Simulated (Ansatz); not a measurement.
Computed with Ansatz 0.2.0, DFT PBE, scalar-relativistic, plane waves, PAW. Settings: cutoff 420 eV, Γ-centred meshes spaced at most about 0.3 Å⁻¹, and about 0.25 Å⁻¹ or finer for metals (2π included), Gaussian smearing. No spin polarisation in the final relaxations.

Temperature and zero-point effects are left out.

Two relaxed structures of In₄TeS:

A.

```cif
data_structure
_symmetry_space_group_name_H-M 'P4/mmm'
_symmetry_Int_Tables_number 123
_cell_length_a 4.6011
_cell_length_b 4.6011
_cell_length_c 8.7697
_cell_angle_alpha 90.000
_cell_angle_beta 90.000
_cell_angle_gamma 90.000
_cell_volume 185.66
loop_
_atom_site_label
_atom_site_type_symbol
_atom_site_symmetry_multiplicity
_atom_site_Wyckoff_symbol
_atom_site_fract_x
_atom_site_fract_y
_atom_site_fract_z
_atom_site_occupancy
In1 In 4 i 0.00000 0.50000 0.27062 1
Te1 Te 1 a 0.00000 0.00000 0.00000 1
S1 S 1 b 0.00000 0.00000 0.50000 1
```

B.

```cif
data_structure
_symmetry_space_group_name_H-M 'P-6m2'
_symmetry_Int_Tables_number 187
_cell_length_a 7.6456
_cell_length_b 7.6456
_cell_length_c 6.1897
_cell_angle_alpha 90.000
_cell_angle_beta 90.000
_cell_angle_gamma 120.000
_cell_volume 313.34
loop_
_atom_site_label
_atom_site_type_symbol
_atom_site_symmetry_multiplicity
_atom_site_Wyckoff_symbol
_atom_site_fract_x
_atom_site_fract_y
_atom_site_fract_z
_atom_site_occupancy
In1 In 3 k 0.52907 0.47093 0.50000 1
In2 In 1 c 0.33333 0.66667 0.00000 1
Te1 Te 1 b 0.00000 0.00000 0.50000 1
S1 S 1 d 0.33333 0.66667 0.50000 1
```

Task: Which form is favoured at zero pressure, and by what margin per atom?

Result: A is lower, by 0.42 eV/atom. A has space group P4/mmm (No. 123), 30.9 Å³/atom and no gap on its mesh; B has space group P-6m2 (No. 187), 52.2 Å³/atom and no gap. Counting S or Te atoms around In (for each partner element, those within 1.25 times its shortest distance or 1.15 times the sum of covalent radii, where it is the nearest in units of that sum or under 1.3; the shortest distance is added where it exceeds 1.18 times the sum of covalent radii; a slash parts the counts of unlike sites), A has In 4 from 3.1 Å and B has In 1/2 from 3.1 Å. The denser one is the lower, and pressure would at first widen the difference. In A, In is surrounded by 2 S at 3.06 Å, 4 In at 3.25 Å and 2 Te at 3.31 Å; Te is surrounded by 8 In at 3.31 Å; S is surrounded by 8 In at 3.06 Å. In B, In on a site of symmetry mm2 is surrounded by 1 S at 2.59 Å, 2 In at 3.16 Å, 2 Te at 3.84 Å and 2 In at 4.04 Å; Te is surrounded by 6 In at 3.84 Å and 3 S at 4.41 Å; S has 3 In at 2.59 Å, 2 In at 3.09 Å and 3 Te at 4.41 Å; 1 more site not described. Both come from invented guesses. A third cell relaxed alike, in P4/mmm, lies 40 meV/atom below the lower of the two.

Spin–orbit coupling, which can matter for Te, is left out. A magnetic state wasn't ruled out in cells without spin, among them P-6m2. Cells relaxed within their symmetry can be saddle points.
